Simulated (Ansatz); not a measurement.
# Barrier of one jump, K in Si

The calculation used DFT r2SCAN, scalar-relativistic, plane waves, PAW in Ansatz 0.2.0. (500 eV cutoff, 2×2×2 k-mesh, Gaussian smearing of 0.02 eV, no spin polarisation)

Host crystal, relaxed:

```cif
data_structure
_symmetry_space_group_name_H-M 'P 1'
_symmetry_Int_Tables_number 1
_cell_length_a 3.8493
_cell_length_b 3.8493
_cell_length_c 3.8493
_cell_angle_alpha 60.000
_cell_angle_beta 60.000
_cell_angle_gamma 60.000
_cell_volume 40.33
loop_
_atom_site_label
_atom_site_type_symbol
_atom_site_fract_x
_atom_site_fract_y
_atom_site_fract_z
_atom_site_occupancy
Si1 Si 0.75000 0.75000 0.75000 1
Si2 Si 0.50000 0.50000 0.50000 1
```

In a supercell of 16 host sites with charge +1, interstitial K hops to an equivalent place, moving 2.34 Å between the relaxed ends. Climbing-image nudged elastic band at fixed cell with images 0 (start) to 6 (end), the path measured over all atoms, converged to 0.05 eV/Å; the order of the saddle wasn't checked, and the small cell leaves errors of about a tenth of an eV.

Supercell rows in host cell vectors: 0 -2 2; 0 0 2; -2 0 2. K was set at (0.000, 0.000, 0.000) of the host cell.

At the relaxed start K has 4 Si at 2.48 Å, 6 Si at 2.80 Å.

Question: What barrier does the band give, and what surrounds the atom at the top?

Answer: 1.75 eV at image 3, where K has 6 Si at 2.51 Å.

Cost: 1 run of about 8.1 core-minutes, on Intel Xeon Platinum 8375C (Ice Lake) (shared hosts).